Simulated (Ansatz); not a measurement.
HgO:
```xyz
4
Lattice="3.3748 1.8753 0.0000 -3.3748 1.8753 0.0000 -3.0163 0.0000 5.9501" Properties=species:S:1:pos:R:3 pbc="T T T"
Hg     0.0000     0.0000     0.0000
Hg    -1.5082     0.0000     2.9750
O     -2.2622     1.1588     4.4625
O     -0.7541     2.5918     1.4875
```

Relaxed with PBE. Special points in fractions of this cell's reciprocal vectors: Γ (0.000, 0.000, 0.000); C (0.347, 0.347, 0.000); C2 (-0.347, 0.653, 0.000); Y2 (-0.500, 0.500, 0.000); M2 (-0.500, 0.500, 0.500); D (-0.303, 0.697, 0.500); D2 (0.303, 0.303, 0.500); A (0.000, 0.000, 0.500); L2 (0.000, 0.500, 0.500); V2 (0.000, 0.500, 0.000).

Task: List the band energies nearest the valence-band maximum at these points for plane-wave PAW PBE (Ansatz code).

Result: In eV from the valence-band maximum; about four levels below and three above (degenerate sets whole), none deeper than 8.9 eV; points with the same levels are listed once.

| k | below | above |
|---|---|---|
| Γ | -1.99 -1.82 -1.09 0.00 | 1.45 4.04 5.64 |
| C | -2.39 -2.19 -1.69 -0.13 | 3.86 5.03 5.14 |
| Y2 | -2.67 -1.87 -1.12 -0.02 | 2.79 3.58 5.32 |
| M2 | -1.45 -1.45 -1.11 -1.11 | 3.83 3.83 5.71 5.71 |
| D | -1.57 -1.57 -0.98 -0.98 | 3.98 3.98 5.70 5.70 |
| A | -1.16 -1.16 -0.46 -0.46 | 2.78 2.78 8.04 8.04 |
| L2 | -1.57 -1.38 -0.93 -0.48 | 3.15 3.60 5.28 |
| V2 | -2.75 -1.65 -1.64 -0.05 | 4.15 4.22 4.93 |

Space group C2/c. The cell is a constructed one: a structure type filled with these elements; neither database checked (COD, Materials Project) lists it. COD files the formula under space group No. 44, 62, so this cell is another polymorph or a model. Whether it is the stable phase at ambient conditions was not checked. The cell was relaxed with PBE under the symmetry of its start; whether a distortion lowers the energy is not shown. Scalar-relativistic: spin–orbit coupling is off unless named, which matters more the heavier the elements.

Potentials: the later of the program's two PAW sets.
